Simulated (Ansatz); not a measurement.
Ag (fcc (Cu type), Fm-3m), a = b = c = 4.0018 Å, α = β = γ = 90.00°; the cell used has 1 atom.

Relaxed with LDA.

Question: Which orbitals make up the states near the Fermi level in plane-wave PAW LDA (Ansatz code)?

Answer: Within 0.5 eV of the Fermi level: Ag 5s 52 %, Ag 4d 20 %, outside the projected shells 28 %. Projections are on Löwdin-orthogonalised atomic valence shells; empty p or d shells of many metals are not among them.

Question: Tabulate the density of states.

Answer: States/eV per cell of 1 atom, in 0.25 eV bins, energy from the Fermi level.

```csv
E (eV),total,Ag 4d,Ag 5s
-7.85,0.06,0.00,0.06
-7.60,0.09,0.00,0.08
-7.35,0.11,0.00,0.10
-7.10,0.14,0.01,0.13
-6.85,0.36,0.17,0.18
-6.60,1.59,1.23,0.35
-6.35,2.84,2.39,0.43
-6.10,2.81,2.53,0.27
-5.85,2.07,1.94,0.12
-5.60,2.01,1.92,0.06
-5.35,2.30,2.21,0.07
-5.10,2.32,2.21,0.09
-4.85,3.49,3.33,0.13
-4.60,3.16,3.01,0.12
-4.35,2.21,2.08,0.10
-4.10,2.51,2.40,0.08
-3.85,2.80,2.71,0.07
-3.60,2.34,2.26,0.06
-3.35,2.27,2.20,0.06
-3.10,3.10,3.03,0.05
-2.85,2.67,2.61,0.06
-2.60,0.36,0.28,0.08
-2.35,0.22,0.12,0.09
-2.10,0.22,0.11,0.10
-1.85,0.22,0.10,0.11
-1.60,0.22,0.09,0.12
-1.35,0.22,0.08,0.12
-1.10,0.23,0.07,0.13
-0.85,0.24,0.07,0.13
-0.60,0.25,0.06,0.14
-0.35,0.26,0.06,0.14
-0.10,0.26,0.05,0.14
0.15,0.26,0.05,0.13
0.40,0.26,0.04,0.13
0.65,0.26,0.04,0.13
0.90,0.25,0.03,0.12
1.15,0.25,0.03,0.12
1.40,0.26,0.03,0.11
1.65,0.26,0.02,0.10
1.90,0.25,0.02,0.10
2.15,0.24,0.02,0.09
2.40,0.23,0.02,0.08
2.65,0.21,0.01,0.07
2.90,0.20,0.01,0.06
3.15,0.19,0.01,0.05
3.40,0.17,0.01,0.05
3.65,0.16,0.01,0.04
3.90,0.19,0.01,0.07
4.15,0.34,0.03,0.19
4.40,0.35,0.02,0.19
4.65,0.32,0.02,0.16
```

The cell keeps a stress of up to 0.2 GPa. Symmetry was held in the LDA relaxation. No spin polarisation was allowed. Scalar-relativistic: spin–orbit coupling is off unless named, which matters more the heavier the elements.

Potentials: the later of the program's two PAW sets.
